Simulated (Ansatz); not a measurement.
## K$_{2}$LiAlH$_{6}$: excitons and shallow donors from band masses and screening

Theory: DFT r2SCAN, scalar-relativistic, plane waves, PAW in Ansatz 0.2.0.

Plane waves to 500 eV, a k mesh through Γ of 6×6×6 on the computed 10-atom cell and Gaussian smearing (0.02 eV); no spin polarisation.

Relaxed cell: Fm-3m, a = 7.775 Å, b = 7.775 Å, c = 7.775 Å, α = 90.00°, β = 90.00°, γ = 90.00°, 10 atoms in the primitive cell. Whether it is the stable form of this composition wasn't checked.

The calculation gives a Kohn–Sham gap of 3.08 eV, an electron mass of 0.474 mₑ and a hole mass of 0.649 mₑ (harmonic means over x, y, z and over the bands degenerate at each edge), and ε∞ = 3.32 (independent particles, mean of the diagonal). The masses depend on direction at the band edges, which the isotropic model averages.

Estimate the binding energy and radius of a Wannier–Mott exciton and of a shallow donor, and say whether the hydrogenic model can hold.

The reduced mass is μ = mₙmₕ/(mₙ + mₕ) = 0.274 mₑ, with mₙ and mₕ the band masses. With E_b = 13.606 eV × μ/ε² and a = 0.529 Å × ε/μ (μ in mₑ) the exciton has E_b = 339 meV and a = 6.4 Å. For a donor μ is the electron mass: 586 meV and 3.7 Å. The radius isn't large against the shortest lattice vector (5.50 Å), so the continuum picture is doubtful and the numbers are only a scale. In a polar crystal the ions screen too, so a state bound more weakly than an optical phonon feels the larger static constant, which lowers the energy and widens the orbit. The other way, the small Kohn–Sham gap and the missing local fields make ε∞ too large and the masses tend to be too light, which underbinds. The edges lie at different points of the zone, so the exciton is indirect.